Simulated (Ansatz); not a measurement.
SrVO₃: do energies and stresses tell the same story?

The calculation used Ansatz 0.2.0, DFT r2SCAN, scalar-relativistic, plane waves, PAW.

Plane waves to 500 eV, a k mesh through Γ of 10×10×10 on the computed 5-atom cell and Gaussian smearing (0.10 eV); collinear spin from starting moments 0 0.9 0 0 0 μB.

Relaxed cell: Pm-3m, a = 3.841 Å, b = 3.841 Å, c = 3.841 Å, α = 90.00°, β = 90.00°, γ = 90.00°, 5 atoms in the primitive cell. Whether it is the stable form of this composition wasn't checked.

Energies at zero smearing and pressures from the stress tensor, at volumes with shape and atoms relaxed:
| V (Å³/atom) | E − E(first) (meV/atom) | P (GPa) |
| --- | --- | --- |
| 10.653 | 0.00 | 12.13 |
| 10.993 | -19.15 | 6.39 |
| 11.333 | -25.78 | 0.01 |
| 11.673 | -19.83 | -5.44 |
| 12.013 | -3.19 | -10.08 |

Question: Check P = −dE/dV between neighbouring volumes, and get the bulk modulus from the pressures alone.

Answer: With 1 eV/Å³ = 160.2 GPa:
```csv
middle V (Å³/atom),−ΔE/ΔV (GPa),mean P (GPa)
10.823,9.026,9.258
11.163,3.123,3.199
11.503,-2.802,-2.717
11.843,-7.842,-7.762
```

The two differ by 0.23 GPa at most. The mean of two end pressures misses the average over a step by about ΔV² P″/12, up to 0.16 GPa here; with that taken off 0.39 GPa remains. The stress is the derivative of the free energy, not of the energy at zero smearing, and with free energies 0.04 GPa remains. The largest site moment goes from 0.36 to 0.86 μB along the series, which bends P(V). Around V = 11.333 Å³/atom, the two neighbours give B = −V ΔP/ΔV = 11.333 × 11.83 / 0.680 = 197.2 GPa, against B0 = 188.7 GPa from the Birch–Murnaghan fit of the energies.

The state reached may not be the lowest one. The cell holds one magnetic atom, so it can only be ferromagnetic; an antiferromagnetic order may lie lower.

Only this magnetic start was tried.

Symmetry holds off the tilts and polar distortions that many cubic perovskites undergo.

Cost: 6 runs of about 9.9 core-minutes in all, on Arm Neoverse N1 (shared hosts).